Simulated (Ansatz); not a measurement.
## Phases of La at 3.5 GPa

Structure types of La are relaxed in primitive cells with their symmetry kept at 3.5 GPa, first on PAW files, then by LAPW. The enthalpy is E + pV at zero temperature, without zero-point motion. Only the types listed were tried, and differences under about 5 meV/atom are mesh noise. Not among the end structures: fcc, which may lie lower.

Computed with Ansatz 0.2.0; functional LDA, scalar-relativistic. Settings: Fermi–Dirac smearing of 0.08 eV, no spin polarisation. Methods: LAPW: all electrons, basis error target 0.5 meV/atom; PAW: frozen-core files, cutoff 420 eV.

k meshes: bcc 14×14×14, hcp 13×13×7, sc 12×12×12, diamond 10×10×10, omega 7×7×9.

Spin–orbit coupling is left out, which matters for the heavy atoms. The PAW files were made under PBE.

Problem. Which type is lowest in enthalpy, and by how much?

Solution. omega, 2 meV/atom below hcp, which is within the noise of the k meshes. The whole table:

```json
{"start type": "bcc", "ends as": "bcc, Im-3m", "a, b, c (Å)": "3.910, 3.910, 3.910", "V (Å³/atom)": "29.89", "H − H(lowest), LAPW (meV/atom)": "126.2", "same, PAW": "126.8"}
{"start type": "hcp", "ends as": "hcp, P6_3/mmc", "a, b, c (Å)": "3.436, 3.436, 5.716", "V (Å³/atom)": "29.21", "H − H(lowest), LAPW (meV/atom)": "2.5", "same, PAW": "2.5"}
{"start type": "sc", "ends as": "sc, Pm-3m", "a, b, c (Å)": "3.068, 3.068, 3.068", "V (Å³/atom)": "28.89", "H − H(lowest), LAPW (meV/atom)": "411.8", "same, PAW": "410.9"}
{"start type": "diamond", "ends as": "diamond, Fd-3m", "a, b, c (Å)": "6.406, 6.406, 6.406", "V (Å³/atom)": "32.86", "H − H(lowest), LAPW (meV/atom)": "907.4", "same, PAW": "905.3"}
{"start type": "omega", "ends as": "omega, P6/mmm", "a, b, c (Å)": "5.560, 5.560, 3.296", "V (Å³/atom)": "29.41", "H − H(lowest), LAPW (meV/atom)": "0.0", "same, PAW": "0.0"}
```
